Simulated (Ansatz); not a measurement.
Ru (bcc (W type), Im-3m) under volume change, DFT-PBEsol in the program Ansatz with PAW potentials, scaled uniformly.

| V (Å³/atom) | E − E(relaxed) (meV/atom) | P (GPa) |
|---|---|---|
| 12.510 | (withheld) | (withheld) |
| 12.922 | 54.4 | 22.42 |
| 13.335 | 12.8 | 10.25 |
| 13.747 | 0.0 | 0.00 |
| 14.159 | 11.4 | -8.61 |
| 14.572 | 43.2 | -15.84 |
| 14.984 | (withheld) | (withheld) |

Task: What belongs in the gaps?

Result: 
- 12.510, E − E(relaxed) (meV/atom): 130.2
- 12.510, P (GPa): 36.89
- 14.984, E − E(relaxed) (meV/atom): 91.9
- 14.984, P (GPa): -21.88

Task: What does a third-order Birch–Murnaghan fit give for V₀, B₀ and B′?

Result: V₀ = 13.75 Å³/atom, B₀ = 312 GPa, B′ = 4.8.

The start of the workflow was typed in or built on a structure type; neither database checked (COD, Materials Project) lists it. It is not the phase usual at ambient conditions (space group No. 194). The cell was relaxed with PBEsol under the symmetry of its start. At this level the phase is mechanically unstable. The run is not spin-polarised. Scalar-relativistic: spin–orbit coupling is off unless named, which matters more the heavier the elements.

Potentials: the later of the program's two PAW sets.
